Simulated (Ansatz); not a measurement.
Below is a relaxed structure of Al2BAs3. The cell was found from a structure generator's guess, not taken from experiment.

Level of theory: DFT PBE, scalar-relativistic, plane waves, PAW in Ansatz. Cutoff 420 eV, Γ-centred mesh, Gaussian smearing, no spin polarisation.

```xyz
6
Lattice="-1.8993 1.8993 8.3719 1.8993 -1.8993 8.3719 1.8993 1.8993 -8.3719" Properties=species:S:1:pos:R:3 pbc="T T T"
Al    0.0000    0.0000   11.0481
Al    0.0000    0.0000    5.6957
B     0.0000    0.0000    0.0000
As    0.0000    1.8993    1.1407
As    1.8993    0.0000    4.1859
As    0.0000    1.8993    7.2312
```

Formation energies are uncorrected and refer to the elements' standard structures at the same level.

(1) Find its symmetry and describe it.

(2) What is its formation energy per atom?

(3) Is it a metal?

Answers

(1) I-4m2 (No. 119), with Al and B ordered on zinc blende sites. Conventional cell: a = 3.799 Å, c = 16.744 Å. Al is surrounded by 4 As at 2.43–2.44 Å; B is surrounded by 4 As at 2.22 Å; As on a site of symmetry 2mm has 2 B at 2.22 Å and 2 Al at 2.44 Å; As on a site of symmetry -4m2 has 4 Al at 2.43 Å.

(2) −0.152 eV/atom. A negative formation energy is needed for stability but isn't enough: competing phases decide.

(3) No, the gap on the 10×10×10 mesh is 0.84 eV.

The last run used a 10×10×10 mesh for its 6-atom cell and Gaussian smearing of 0.02 eV. Kohn–Sham gaps at this level usually fall short of measured ones. The reference form of As is held partly by dispersion forces, which this level lacks. Symmetry constrained the relaxation, so the result can be a saddle point.
